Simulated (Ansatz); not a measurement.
**CuI: computed property card**

CuI:
Space group P6₄22 (No. 181); a = 4.2188 Å, b = 4.2188 Å, c = 9.7611 Å, α = 90.00°, β = 90.00°, γ = 120.00°

```json
[
 {"atom": "Cu", "site": "3c", "symmetry": "222", "x": "0.5000", "y": "0.0000", "z": "0.0000"},
 {"atom": "I", "site": "3d", "symmetry": "222", "x": "0.5000", "y": "0.0000", "z": "0.5000"}
]
```

Space group P6_422 (No. 181); conventional cell a = 4.219 Å, b = 4.219 Å, c = 9.761 Å, α = 90.00°, β = 90.00°, γ = 120.00°.

Method: r²SCAN in the plane-wave PAW code Ansatz. Geometry: relaxed at this level of theory. Other levels are named where they apply.

**Cell and energy**

```json
{
  "volume_per_atom": "25.08 Å³",
  "density": "6.31 g/cm³",
  "Formation energy from the elements (no fitted shifts)": "-0.079 eV/atom"
}
```

**Electronic structure**

```json
{
 "band_gap": "1.13 eV (indirect)",
 "valence_band_maximum": "at A",
 "conduction_band_minimum": "at Γ",
 "smallest_direct_gap_on_the_standard_path": "1.57 eV",
 "electron_effective_mass": "0.17 mₑ (isotropic)",
 "hole_effective_mass": "0.39, 0.39, 0.64 mₑ (principal values)"
}
```

**Magnetism**

```json
{
 "magnetic_order": "non-magnetic (starting moments vanished)"
}
```

**Mechanics**

```json
{
 "Bulk modulus (Birch–Murnaghan fit)": "46.3 GPa",
 "Pressure derivative B′": "5.1"
}
```

**Charges**

```json
{
  "bader_charges": "Cu +0.40, I -0.40 e"
}
```

The start of the workflow was typed in or built on a structure type; neither database checked (COD, Materials Project) lists it. It is not the phase usual at ambient conditions (space group No. 216). The r²SCAN relaxation kept the symmetry of its start; its stability against distortions is not shown here. The workflow began spin-polarised and lost its moments. The references are the lowest solids computed at this level, not always the standard phases. Scalar-relativistic: spin–orbit coupling is off unless named, which matters more the heavier the elements.

Potentials: the later of the program's two PAW sets.
